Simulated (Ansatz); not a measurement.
Simulated powder pattern, Cu Kα, λ = 1.54184 Å (kinematic, ideal powder, no thermal factors, no anomalous dispersion; the 30 strongest lines at most, above 1 %, up to 2θ = 90°):

```tsv
2θ (°)	d (Å)	I/Imax (%)
22.30	3.986	69
31.75	2.819	100
39.14	2.301	8.0
45.51	1.993	32
51.25	1.783	32
56.55	1.627	40
66.32	1.409	19
70.93	1.329	16
75.41	1.261	18
79.80	1.202	4.8
84.13	1.151	6.6
88.42	1.106	7.4
```

The pattern belongs to a structure relaxed with plane-wave PAW HSE06 (Ansatz code).

The compound is KTaO3.

Q: Give the crystal system and the lattice parameters.

A: cubic, Pm-3m; a = 3.986 Å.

The cell was relaxed with HSE06 under the symmetry of its start. The run is not spin-polarised. Scalar-relativistic: spin–orbit coupling is off unless named, which matters more the heavier the elements.

Potentials: the later of the program's two PAW sets.
